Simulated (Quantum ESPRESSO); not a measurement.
ZrSnLiAl2Sc2Pd, different elements on one site, starting from this cell

A calculation, not a measurement. The program is pw.x of Quantum ESPRESSO 7.5 (plane-wave density functional theory). The cell is made up: eight metal atoms on a face-centred cubic lattice, with elements, volume, strain and displacements drawn at random and not relaxed, so it may be unstable or far from any real phase. PseudoDojo standard norm-conserving files set the functional (PBE unless stated); there is no spin polarisation or spin-orbit coupling, the Fermi-Dirac width of 0.25 eV means electrons at about 2900 K, and the masses in the input are unused placeholders. The tin pseudopotential is less sure than most, with forces differing by about three percent from a second method on plain tin. Heavy elements are run without spin-orbit coupling, which real alloys of them have. A spin test at this wide smearing found no moment, but such smearing suppresses magnetism that the real alloy may have.

The runs put different elements on site 1. Cell, positions, cutoff, mesh and smearing stay as in the input of run 1; sites are counted in its order. Stress in the tables is positive in tension.

Input of run 1:

```
&control calculation='scf', pseudo_dir='./dojo.nc.sr.pbe.v0_5.standard.upf', outdir='./o', disk_io='minimal', tprnfor=.true., tstress=.true. /
&system ibrav=0, nat=8, ntyp=6, nbnd=51, ecutwfc=82.02448710, nosym=.true., tot_charge=0,
 occupations='smearing', smearing='fd', degauss=0.0183746611
/
&electrons conv_thr=1.470e-08, electron_maxstep=70, mixing_beta=0.5 /
ATOMIC_SPECIES
Al 1.0 Al.upf
Li 1.0 Li.upf
Pd 1.0 Pd.upf
Sc 1.0 Sc.upf
Sn 1.0 Sn.upf
Zr 1.0 Zr.upf
CELL_PARAMETERS angstrom
-4.2312 0.0 0.0
0.0 -4.2312 4.2312
0.0 6.3467 2.1156
ATOMIC_POSITIONS angstrom
Zr -0.1311 -0.0707 0.0321
Sn 0.028 2.0902 2.2527
Li 0.0302 -2.1241 1.9614
Al 0.119 -0.0077 4.3277
Al -2.2051 4.1005 2.0156
Sc -2.2296 0.0493 2.1289
Sc -2.0443 1.8518 4.1995
Pd -2.0905 -2.1426 4.2411
K_POINTS automatic
6 5 4 1 1 1
```

```
run  elements on sites 1 to 8  -TS (eV)  pressure (GPa)  stress xx (GPa)  stress yy (GPa)  stress zz (GPa)  stress yz (GPa)  stress xz (GPa)  stress xy (GPa)  iterations
  1   Zr Sn Li Al Al Sc Sc Pd    -1.284            3.72            -3.07            -1.10            -6.98             0.85             0.13             0.12          18
  2    W Sn Li Al Al Sc Sc Pd    -1.287           -2.20             3.60             2.97             0.03             2.33             0.49            -0.14          18
  3   Mo Sn Li Al Al Sc Sc Pd    -1.332           -1.79             3.00             2.28             0.09             2.13             0.58            -0.05          18
  4   Sn Sn Li Al Al Sc Sc Pd    -0.970            4.16            -3.80            -4.07            -4.62            -1.24            -0.18            -0.12          17
  5   Al Sn Li Al Al Sc Sc Pd    -1.021            0.64            -0.68             0.27            -1.52             0.25            -0.04            -0.25          17
```

Forces Fx Fy Fz (eV/Å):

```
site              run 1              run 2              run 3              run 4              run 5
   1    0.56 0.55 -0.75   0.38 -0.08 -0.79   0.37 -0.11 -0.69    0.47 0.56 -0.43    0.28 0.42 -0.34
   2   -0.42 0.32 -0.67  -0.50 -0.16 -1.08  -0.49 -0.15 -1.10   -0.43 0.71 -0.61   -0.45 0.30 -0.87
   3   -0.17 -0.31 0.73   -0.22 -0.16 0.53   -0.22 -0.16 0.53   -0.16 -0.20 0.61   -0.18 -0.13 0.56
   4  -0.74 -1.15 -0.18   -0.80 -0.71 0.34   -0.79 -0.76 0.30  -0.63 -1.41 -0.29  -0.72 -1.01 -0.01
   5     0.52 0.29 0.11     0.62 0.91 0.34     0.61 0.80 0.30    0.53 -0.34 0.42     0.57 0.14 0.40
   6   0.80 -1.50 -0.46   0.79 -1.86 -1.64   0.80 -1.82 -1.63   0.76 -1.79 -0.99   0.86 -1.76 -1.31
   7    -0.44 1.37 1.20    -0.29 1.74 2.25    -0.25 1.75 2.21    -0.43 1.82 1.34    -0.37 1.72 1.58
   8    -0.10 0.42 0.03     0.02 0.31 0.05    -0.03 0.46 0.07   -0.09 0.65 -0.06     0.01 0.32 0.00
```

Energies are left out, as each element's file has its own zero. A rerun of one cell of this series at a higher cutoff and on a denser mesh moved values by no more than 0.002 eV in energy, 0.02 GPa in stress and 0.003 eV/Å in force, and a second program with other atomic files agreed on that cell to 2 % rms in force and 0.5 GPa in pressure.